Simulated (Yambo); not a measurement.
G0W0@LDA for a free-standing CaO2H2 monolayer (symmetry P-3m1, slab cell 17.5 Å high) in Yambo. Reference settings: 6×6×1 Γ-centred k mesh, 103 bands and a 6 Ry block in the screening, 103 bands in G with the Bruneval-Gonze terminator, plasmon pole fitted at 27.2 eV, slab-truncated Coulomb interaction, stochastic integration of W near q = 0. The LDA gap Γ → Γ on this mesh is 3.68 eV; G0W0 gaps are taken between the same points.

Gap (Γ → Γ) in eV against the number of bands and the screening block, terminator on:

```tsv
bands (W and G)	2 Ry	5 Ry	6 Ry
25	7.870	7.536	7.522
39	7.430	7.132	7.130
56	7.289	7.027	7.032
79	7.226	6.999	7.011
103	7.198	6.995	7.013
```

Rough cost of the Yambo step against the reference (shared machines):

| bands (W and G) | 2 Ry | 5 Ry | 6 Ry |
|---|---|---|---|
| 25 | 1/4 | 1/3 | 1/2 |
| 39 | 1/3 | 1/2 | ~1 |
| 56 | 1/2 | ~1 | ~1 |
| 79 | ~1 | ~1 | ~1 |
| 103 | ~1 | ~1 | 1 |

At the largest block the last step in bands moves the gap by 0.002 eV; at the most bands the last step in the block moves it by 0.018 eV.

Geometry relaxed with LDA; primitive cell a = 3.515 Å, b = 3.515 Å, c = 17.500 Å, α = 90.00°, β = 90.00°, γ = 120.00°.

This is a model layer cut from the bulk structure; whether it is stable on its own was not checked.
